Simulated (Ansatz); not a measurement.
Given:

CaTiO₃:
```
CaTiO3
1.0
    5.43714     0.00000     0.00000
    0.00000     7.59220     0.00000
    0.00000     0.00000     5.33596
Ca Ti O
4 4 12
Direct
  0.54408   0.75000   0.50944
  0.45592   0.25000   0.49056
  0.95592   0.25000   0.00944
  0.04408   0.75000   0.99056
  0.50000   0.50000   0.00000
  0.00000   0.50000   0.50000
  0.00000   0.00000   0.50000
  0.50000   0.00000   0.00000
  0.48000   0.75000   0.07906
  0.52000   0.25000   0.92094
  0.02000   0.25000   0.57906
  0.98000   0.75000   0.42094
  0.79069   0.95843   0.79129
  0.20931   0.04157   0.20871
  0.70931   0.04157   0.29129
  0.29069   0.95843   0.70871
  0.29069   0.54157   0.70871
  0.70931   0.45843   0.29129
  0.20931   0.45843   0.20871
  0.79069   0.54157   0.79129
```

This is the PBEsol-relaxed structure. Cartesian axes are those of the cell as given.

Question: All from PBEsol in the plane-wave PAW code Ansatz, unless another level is named. Estimate the Hill bulk and shear moduli.

Answer: 186 and 108 GPa.

Question: What about the vibrational entropy at 300 K?

Answer: 19.4 J/(K·mol of atoms).

Question: Give the elastic constants (relaxed ions, GPa).

Answer: C11 = 320, C22 = 341, C33 = 311, C12 = 109, C13 = 132, C23 = 110, C44 = 107, C55 = 109, C66 = 120.

Question: What about the highest zone-centre frequency (without LO–TO term)?

Answer: 798 cm^-1.

Space group Pnma. The workflow started from a Materials Project entry (that database holds measured and hypothetical structures alike); the Crystallography Open Database files this formula in space group No. 62, but the cells were not matched. Its standing as an ambient phase is unchecked. The PBEsol relaxation kept the symmetry of its start; its stability against distortions is not shown here. No spin polarisation was allowed.

Potentials: the later of the program's two PAW sets.
